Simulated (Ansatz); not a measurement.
Here is the system:

MoRh:
```
CELL_PARAMETERS angstrom
      4.38456     0.00000     0.00000
      0.00000     2.72224     0.00000
      0.00000     0.00000     4.77374
ATOMIC_POSITIONS crystal
  Mo 0.75000 0.00000 0.17106
  Mo 0.25000 0.00000 0.82894
  Rh 0.75000 0.50000 0.67359
  Rh 0.25000 0.50000 0.32641
```

This is the PBEsol-relaxed structure.

Question: All from the program Ansatz at the PBEsol level (PAW), unless another level is named. Estimate the density of states at the Fermi level.

Answer: 0.76 states/eV per atom (mean over ±0.08 eV).

Question: And the formation energy from the elements (no fitted shifts)?

Answer: -220 meV/atom.

Question: Next, the gap with spin–orbit coupling?

Answer: none (metallic).

Space group Pmma. The first step of the workflow began from a Materials Project structure, measured or hypothetical; the Crystallography Open Database copy checked does not list it. With Mo and Rh taken as one species the cell has the higher symmetry P6_3/mmc, so it may be an ordered model of a mixed-site phase. Its standing as an ambient phase is unchecked. The cell was relaxed with PBEsol under the symmetry of its start; of distortions, only those at the zone centre were tested. The run is not spin-polarised. The references are the lowest solids computed at this level, not always the standard phases. Spin–orbit coupling is left out wherever it is not named.

Potentials: the later of the program's two PAW sets.
